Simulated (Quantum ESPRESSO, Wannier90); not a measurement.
## Tight-binding from DFT: Ga2AsP (R3m)

Materials Project entry mp-1224789; symmetrised, unrelaxed at this level. Not found in the COD (Crystallography Open Database) copy used; not checked further. Level: LDA, no spin polarisation, no spin-orbit coupling; pw.x of Quantum ESPRESSO at 64 Ry with PseudoDojo potentials, 8×8×8 k-points, Wannier90. Density: 10×10×10 mesh, cold smearing 0.01 Ry. Spin-orbit coupling, left out, would split the p-like bands by a few tenths of an eV.

```
begin unit_cell_cart
ang
   -1.9651101380    3.4036706015    0.0000000000
   -3.9302202761    0.0000000000    0.0000000000
   -1.9651101380    1.1345568672    6.4172630000
end unit_cell_cart
mp_grid = 8 8 8
```

Problem. Which shells of neighbouring k-points and which b-vectors and weights does Wannier90 pick for this cell and mesh?

Solution. 
```
 *---------------------------------- K-MESH ----------------------------------*
 +----------------------------------------------------------------------------+
 |                    Distance to Nearest-Neighbour Shells                    |
 |                    ------------------------------------                    |
 |          Shell             Distance (Ang^-1)          Multiplicity         |
 |          -----             -----------------          ------------         |
 |             1                   0.122388                      2            |
 |             2                   0.234329                      6            |
 |             3                   0.244751                      6            |
 |             4                   0.244777                      2            |
 |             5                   0.282621                      6            |
 |             6                   0.307983                      6            |
 |             7                   0.367148                      6            |
 |             8                   0.367165                      2            |
       ... (lines left out)
 +----------------------------------------------------------------------------+
 | The b-vectors are chosen automatically                                     |
 | The following shells are used:                       1,  2                 |
 +----------------------------------------------------------------------------+
 |                        Shell   # Nearest-Neighbours                        |
 |                        -----   --------------------                        |
 |                          1               2                                 |
 |                          2               6                                 |
 +----------------------------------------------------------------------------+
 | Completeness relation is fully satisfied [Eq. (B1), PRB 56, 12847 (1997)]  |
 +----------------------------------------------------------------------------+
 |                  b_k Vectors (Ang^-1) and Weights (Ang^2)                  |
 |                  ----------------------------------------                  |
 |            No.         b_k(x)      b_k(y)      b_k(z)        w_b           |
 |            ---        --------------------------------     --------        |
 |             1         0.000000    0.000000    0.122388    31.293514        |
 |             2         0.000000    0.000000   -0.122388    31.293514        |
 |             3        -0.199836   -0.115375   -0.040796     6.260284        |
 |             4         0.000000    0.230750   -0.040796     6.260284        |
 |             5        -0.199836    0.115375    0.040796     6.260284        |
 |             6         0.199836    0.115375    0.040796     6.260284        |
 |             7         0.000000   -0.230750    0.040796     6.260284        |
 |             8         0.199836   -0.115375   -0.040796     6.260284        |
```
